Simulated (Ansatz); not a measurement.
**Zone-centre phonons of C: input and output**

All numbers below come from DFT LDA, scalar-relativistic, plane waves, PAW in Ansatz.

Launched with:
```bash
ansatz run input.yaml --threads 1 --pin off --max-ram 3072MiB --backend cpu --events-out ev --progress --plain --runs-dir out
```

Input (bare energies are in eV):
```yaml
crystal:
  lattice:
    - [2.4447487951, 0.0, 0.0]
    - [-1.2223743976, 2.1172145624, 0.0]
    - [0.0, 0.0, 8.5256159304]
  atoms:
    - { symbol: C, position: [0.3333333333, 0.6666666667, 0.0] }
    - { symbol: C, position: [0.6666666667, 0.3333333333, 0.0] }
basis:
  ecutwfc: 420
kpoints:
  mp_grid: { grid: [18, 18, 6] }
hamiltonian:
  xc: lda
scf:
  occupations: { method: fermi_dirac, width: 0.15 }
output:
  eigenvalues: true
phonons:
  method: dfpt
  eigenvectors: true
```

The end of the output:
```
--- Phonons (Γ-DFPT): 2 representative perturbations + reference, on 364 of 1944 k-points (Σ response iterations 6) ---
  k mesh reduced under 4 symmetry operations, with k and −k counted as one. Each operation leaves every solved displacement unchanged or reverses it
  ASR residual: 8.112e-5 → 0.000e0 eV/Å²; symmetrization residual: 1.495e-9 eV/Å²
  ASR residual per site (eV/Å²): 8.11e-5 8.11e-5
  Γ frequencies (cm⁻¹): 0.00 0.00 0.00 897.73 1590.90 1590.90
  non-analytic LO–TO correction: not included (Born effective charges unavailable; polar crystals: no LO–TO splitting at Γ)
```

It took 12 s on 1 thread of Intel(R) Xeon(R) 6975P-C (Granite Rapids) (shared host), peak memory 0.65 GiB.

Without a gap, frequencies and elastic constants depend on the k mesh and the smearing, soft modes and shear constants most. The crystal is built of layers and no dispersion correction was added, so the binding between them is poorly described, and with it their spacing and whatever depends on it.

This form isn't the element's structure at ambient conditions. The bands only touch here, so at this level the crystal is a zero-gap semiconductor or semimetal, not an ordinary metal.